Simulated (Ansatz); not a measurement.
InMo$_{3}$C:
```cif
data_CInMo3
_chemical_formula_sum 'In1 Mo3 C1'
_space_group_name_H-M_alt 'Pm-3m'
_space_group_IT_number 221
_space_group_name_Hall '-P 4 2 3'
_cell_length_a 4.19847
_cell_length_b 4.19847
_cell_length_c 4.19847
_cell_angle_alpha 90.000
_cell_angle_beta 90.000
_cell_angle_gamma 90.000
loop_
_atom_site_label
_atom_site_type_symbol
_atom_site_symmetry_multiplicity
_atom_site_Wyckoff_symbol
_atom_site_fract_x
_atom_site_fract_y
_atom_site_fract_z
_atom_site_occupancy
In1 In 1 a 0.00000 0.00000 0.00000 1
Mo1 Mo 3 c 0.00000 0.50000 0.50000 1
C1 C 1 b 0.50000 0.50000 0.50000 1
```

Relaxed with r²SCAN.

Question: Tabulate the valence density and the electron localisation function along the shortest Mo–C contact (2.10 Å), r²SCAN in the plane-wave PAW code Ansatz.

Answer: 

| distance from Mo (Å) | density (e/Å³) | ELF |
|---|---|---|
| 0.21 | 6.96 | 0.48 |
| 0.31 | 6.66 | 0.62 |
| 0.42 | 5.89 | 0.70 |
| 0.52 | 4.72 | 0.72 |
| 0.63 | 3.41 | 0.68 |
| 0.73 | 2.26 | 0.56 |
| 0.84 | 1.43 | 0.39 |
| 0.94 | 0.95 | 0.27 |
| 1.05 | 0.74 | 0.25 |
| 1.15 | 0.72 | 0.36 |
| 1.26 | 0.80 | 0.56 |
| 1.36 | 0.96 | 0.71 |
| 1.47 | 1.18 | 0.74 |
| 1.57 | 1.43 | 0.69 |
| 1.68 | 1.62 | 0.54 |
| 1.78 | 1.69 | 0.29 |
| 1.89 | 1.61 | 0.09 |

The density is the valence pseudo-density with augmentation charge, so density and ELF within about 1 Å of a nucleus are not all-electron values.

The start of the workflow was typed in or built on a structure type; neither database checked (COD, Materials Project) lists it. Its standing as an ambient phase is unchecked. Symmetry was held in the r²SCAN relaxation; its stability against distortions is not shown here. The run is not spin-polarised. Its formation energy is positive at this level, so the cell may be metastable or incomplete.

Potentials: the earlier of the program's two PAW sets. The files were generated under PBE; for other functionals the program regenerates the frozen cores, and for LDA and PBEsol the local potential too.
